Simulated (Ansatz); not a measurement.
TaTe:
```yaml
crystal:
  lattice:
    - [3.40459, 0.00000, 0.00000]
    - [0.00000, 3.40459, 0.00000]
    - [0.00000, 0.00000, 3.40459]
  atoms:
    - { symbol: Ta, position: [0.00000, 0.00000, 0.00000] }
    - { symbol: Te, position: [0.50000, 0.50000, 0.50000] }
```

Relaxed with r²SCAN. Special points in fractions of this cell's reciprocal vectors: Γ (0.000, 0.000, 0.000); X (0.000, 0.500, 0.000); M (0.500, 0.500, 0.000); R (0.500, 0.500, 0.500).

Q: List the band energies nearest the Fermi level at these points for the program Ansatz at the r²SCAN with spin–orbit coupling level (PAW).

A: In eV from the Fermi level; about four levels below and three above (degenerate sets whole), none deeper than 8.9 eV; points with the same levels are listed once.

```tsv
k	below	above
Γ	-1.30 -1.30 -1.30 -1.30	1.39 1.39 1.39 1.39
X	-3.01 -3.01 -2.28 -2.28	1.74 1.74 2.80 2.80
M	-0.37 -0.37 -0.18 -0.18	0.38 0.38 1.69 1.69
R	-7.06 -7.06 -7.06 -7.06	0.54 0.54 1.78 1.78 1.78 1.78
```

Space group Pm-3m (CsCl type). The start of the workflow was typed in or built on a structure type; neither database checked (COD, Materials Project) lists it. Whether it is the stable phase at ambient conditions was not checked. The cell was relaxed with r²SCAN under the symmetry of its start; its stability against distortions is not shown here. No spin polarisation was allowed. Its formation energy is positive at this level, so the cell may be metastable or incomplete. With an odd number of electrons in the cell and no spin polarisation, the count alone makes it a metal.

Potentials: the earlier of the program's two PAW sets.
